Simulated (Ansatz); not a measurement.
Stackings of close-packed layers of HfB (capitals for Hf, lower case for the other element), each relaxed to a stress under 0.05 GPa; energies count from the stacking AcBaCb (R-3m).

The calculation used DFT PBE, scalar-relativistic, plane waves, PAW in Ansatz.

Settings: cutoff 420 eV, Γ-centred mesh 12×12×3 on the computed 10-atom cell, Gaussian smearing of 0.10 eV; no spin polarisation.

Start (AcBcAbCaBc):

```xyz
10
Lattice="3.4223 0.0000 0.0000 -1.7112 2.9638 0.0000 0.0000 0.0000 13.9192" Properties=species:S:1:pos:R:3 pbc="T T T"
Hf    0.0000    0.0000    0.0000
B     1.7112    0.9879    1.3919
Hf    0.0000    1.9759    2.7838
B     1.7112    0.9879    4.1758
Hf    0.0000    0.0000    5.5677
B     0.0000    1.9759    6.9596
Hf    1.7112    0.9879    8.3515
B     0.0000    0.0000    9.7434
Hf    0.0000    1.9759   11.1353
B     1.7112    0.9879   12.5273
```

Q: Relax it.

A: The free energy falls by 9 meV/atom.

* excess energy (meV/atom): -14.5
* excess energy on a denser mesh (meV/atom): -15.0
* spacing of like layers (Å): 2.707
* a (Å): 3.470
* gap on the mesh (eV): 0
* denser mesh: 21×21×6

Relaxed structure:
```yaml
crystal:
  lattice:
    - [3.46978, 0.00000, 0.00000]
    - [-1.73489, 3.00492, 0.00000]
    - [0.00000, 0.00000, 13.53706]
  atoms:
    - { symbol: Hf, position: [0.00000, 0.00000, 0.00303] }
    - { symbol: B, position: [0.66667, 0.33333, 0.10000] }
    - { symbol: Hf, position: [0.33333, 0.66667, 0.19697] }
    - { symbol: B, position: [0.66667, 0.33333, 0.29476] }
    - { symbol: Hf, position: [0.00000, 0.00000, 0.39642] }
    - { symbol: B, position: [0.33333, 0.66667, 0.49728] }
    - { symbol: Hf, position: [0.66667, 0.33333, 0.60000] }
    - { symbol: B, position: [0.00000, 0.00000, 0.70272] }
    - { symbol: Hf, position: [0.33333, 0.66667, 0.80358] }
    - { symbol: B, position: [0.66667, 0.33333, 0.90524] }
```

Spin-orbit coupling is left out, which matters for the bands of heavy elements.

Small energy differences in metals hang on the k mesh (about 10 mJ/m² or 1 to 2 meV/atom on the mesh of the relaxation).

The run took 5.8 min on 1 thread of Arm Neoverse V1 (shared host), peak memory 0.7 GiB.